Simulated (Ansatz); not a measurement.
All numbers below come from DFT PBE, scalar-relativistic, plane waves, PAW (Ansatz 0.2.0). Settings: cutoff 420 eV, Γ-centred meshes spaced at most about 0.3 Å⁻¹, and about 0.25 Å⁻¹ or finer for metals (2π included), Gaussian smearing. No spin polarisation in the final relaxations.

These are static total energies at zero pressure. All come from trial cells, and lower structures may exist.

Question: These unrelaxed guesses for CdBiO₄ are each relaxed within their symmetry. Order them by the energy at which they end, lowest first.
A.

Space group P6/mmm (No. 191). a = 3.457 Å, b = 3.457 Å, c = 7.518 Å, α = 90.00°, β = 90.00°, γ = 120.00°
```json
{"atom": "Cd", "site": "1a", "symmetry": "6/mmm", "x": "0.0000", "y": "0.0000", "z": "0.0000"}
{"atom": "Bi", "site": "1b", "symmetry": "6/mmm", "x": "0.0000", "y": "0.0000", "z": "0.5000"}
{"atom": "O", "site": "4h", "symmetry": "3m.", "x": "0.3333", "y": "0.6667", "z": "0.7377"}
```

B.

Space group Cmmm (No. 65). a = 7.185 Å, b = 7.430 Å, c = 3.247 Å, α = 90.00°, β = 90.00°, γ = 90.00°
```tsv
atom	site	symmetry	x	y	z
Cd	2a	mmm	0.0000	0.0000	0.0000
Bi	2c	mmm	0.5000	0.0000	0.5000
O	4h	2mm	0.2041	0.0000	0.5000
O	4i	m2m	0.5000	0.2052	0.0000
```

C.

Space group P4/mmm (No. 123). a = 3.006 Å, b = 3.006 Å, c = 10.513 Å, α = 90.00°, β = 90.00°, γ = 90.00°
```json
{"atom": "Cd", "site": "1a", "symmetry": "4/mmm", "x": "0.0000", "y": "0.0000", "z": "0.0000"}
{"atom": "Bi", "site": "1d", "symmetry": "4/mmm", "x": "0.5000", "y": "0.5000", "z": "0.5000"}
{"atom": "O", "site": "2h", "symmetry": "4mm", "x": "0.5000", "y": "0.5000", "z": "0.1703"}
{"atom": "O", "site": "2g", "symmetry": "4mm", "x": "0.0000", "y": "0.0000", "z": "0.6526"}
```

Answer: B (ends in Cmmm, 0 meV/atom), C (ends in P4/mmm, 0.37 eV/atom), A (ends in P6/mmm, 0.73 eV/atom).

Spin–orbit coupling, which can matter for Bi, is left out. In Cmmm, P4/mmm, P6/mmm an odd number of electrons in the primitive cell allows no gap without spin; a larger cell or a magnetic state could open one. A magnetic state wasn't ruled out in cells without spin, among them Cmmm, P4/mmm. Cells relaxed within their symmetry can be saddle points. Some candidate types were left out of the draw beforehand, so a known form may be missing.
